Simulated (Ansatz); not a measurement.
Cu Kα1 powder pattern (kinematic, no thermal factors).
2θ (°) (relative intensity): 13.58 (18, 1 1 1), 15.69 (4, 2 0 0), 22.26 (100, 2 2 0), 26.16 (11, 3 1 1), 27.35 (11, 2 2 2), 31.68 (33, 4 0 0), 34.61 (5, 3 3 1), 35.54 (5, 4 2 0), 39.06 (44, 4 2 2), 41.54 (5, 5 1 1), 45.42 (21, 4 4 0), 47.63 (5, 5 3 1), 48.34 (3, 4 4 2), 51.14 (27, 6 2 0), 53.17 (2, 5 3 3), 53.83 (3, 6 2 2), 56.44 (7, 4 4 4), 58.34 (3, 7 1 1), 61.42 (29, 6 4 2), 63.23 (3, 7 3 1), 66.18 (3, 8 0 0), 68.50 (2, 8 2 0), 70.77 (13, 8 2 2), 72.46 (2, 7 5 1), 75.24 (9, 8 4 0), 76.89 (2, 9 1 1), 77.44 (2, 8 4 2), 79.62 (8, 6 6 4), 83.93 (6, 8 4 4), 85.54 (1, 9 3 3), 88.21 (16, 10 2 0), 89.81 (1, 9 5 1)

The pattern is computed from a structure relaxed with DFT PBE, scalar-relativistic, plane waves, PAW in Ansatz. Collinear spin, ending at 2.0 μB a primitive cell. Its elements are C, Mg, N, Pt, Tl.

Q: Give the structure.

A: MgTl$_{2}$PtC$_{6}$N$_{6}$.
Space group Fm-3m (No. 225). a = 11.287 Å, b = 11.287 Å, c = 11.287 Å, α = 90.00°, β = 90.00°, γ = 90.00°
```json
{"atom": "Mg", "site": "4a", "symmetry": "m-3m", "x": "0.0000", "y": "0.0000", "z": "0.0000"}
{"atom": "Tl", "site": "8c", "symmetry": "-43m", "x": "0.2500", "y": "0.7500", "z": "0.7500"}
{"atom": "Pt", "site": "4b", "symmetry": "m-3m", "x": "0.5000", "y": "0.0000", "z": "0.0000"}
{"atom": "C", "site": "24e", "symmetry": "4m.m", "x": "0.2011", "y": "0.0000", "z": "0.0000"}
{"atom": "N", "site": "24e", "symmetry": "4m.m", "x": "0.3049", "y": "0.0000", "z": "0.0000"}
```

A pattern alone doesn't exclude other cells with like lines; this is the one computed.

Another cell of MgTl2PtC6N6 relaxed alike, in Fm-3m, lies 207 meV/atom lower, so this cell isn't the stable form at this level.

The cell was found from a structure generator's guess, not taken from experiment.
